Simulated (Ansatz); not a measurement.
Candidates compared on computed values. An acoustic mirror alternates quarter-wave layers of high and low impedance; the larger the ratio, the fewer layers.

The reference row is bcc W. Each row is paired with the reference. Frequency 2 GHz, 3 pairs, polycrystalline averages.

Computed with Ansatz, a plane-wave PAW program. density: PBEsol, relaxed cell; longitudinal speed: PBEsol, elastic tensor, Hill average.

Runs started from generated or typed cells of the structure named: bcc Mo; bcc Fe; bcc V; bcc W. Magnetic states: bcc Fe ferromagnetic, the lowest of the collinear orders tried. Run without spin polarisation: bcc V. Spin–orbit coupling is left out unless named.

| crystal | density (g/cm³) | v_l (km/s) |
|---|---|---|
| bcc Mo | 10.40 | 6.57 |
| bcc Fe | 8.58 | 6.56 |
| bcc V | 6.54 | 6.12 |
| bcc W, reference | 19.45 | 5.23 |

Model: Z = ρ v_l; layer = v_l/4f; ratio = larger Z over smaller Z; isolation ≈ 20 × 3 × log₁₀(ratio), up to a constant set by the substrate.

**Question.** Compute impedance, quarter wave, impedance ratio and isolation for bcc V, showing the steps.

**Answer.** 
Z = 6.54 × 6.12 = 40.02 MRayl; quarter wave: 6.12 km/s/(4 × 2 GHz) = 765 nm; impedance ratio: larger of 40.02/101.72 and its inverse = 2.542; isolation: 20 × 3 × log₁₀(2.542) = 24 dB.

**Question.** Which order results for impedance ratio (highest first)?

**Answer.** The same steps for every row:

| crystal | impedance (MRayl) | quarter wave (nm) | impedance ratio | isolation (dB) |
|---|---|---|---|---|
| bcc Mo | 68.33 | 821 | 1.489 | 10 |
| bcc Fe | 56.28 | 820 | 1.807 | 15 |
| bcc V | 40.02 | 765 | 2.542 | 24 |
| bcc W, reference | 101.72 | 654 | 1.000 | 0 |

In order of impedance ratio, highest first: bcc V (2.542 ± 0.080), bcc Fe (1.807 ± 0.057), bcc Mo (1.489 ± 0.047). The ± follows from allowances picked for this note (density 1 %, longitudinal speed 3 %), carried to first order and added in quadrature, each row's own inputs moving alone; ≈ joins neighbours closer than their two ± added in quadrature.

Sputtered films are textured or amorphous and softer than these crystals; shear waves need a mirror of their own. Where several phases of a formula are at hand, those over 0.1 eV/atom above the lowest were not drawn (by r²SCAN where it compared them, else by the largest value; a layered or molecular lowest phase counts only with a dispersion term); other phases could lie lower still. Rows are a sample by related chemistry or structure, familiar materials first, kept where one row at least reaches a ratio of 2.5. Limits of the draw: impedance over 8 MRayl; for moduli and speeds, an anisotropy index under 2.5, no layered crystals; no unfamiliar magnets, and cubic perovskites only if shown or known to be stable. As a rule kept out of such tables: 4f compounds, open-shell compounds run without a Hubbard term, cells found unstable in the tests at hand, cells close to a higher symmetry, and runs set to a pressure or over 12 % in volume from the crystal's fullest run.
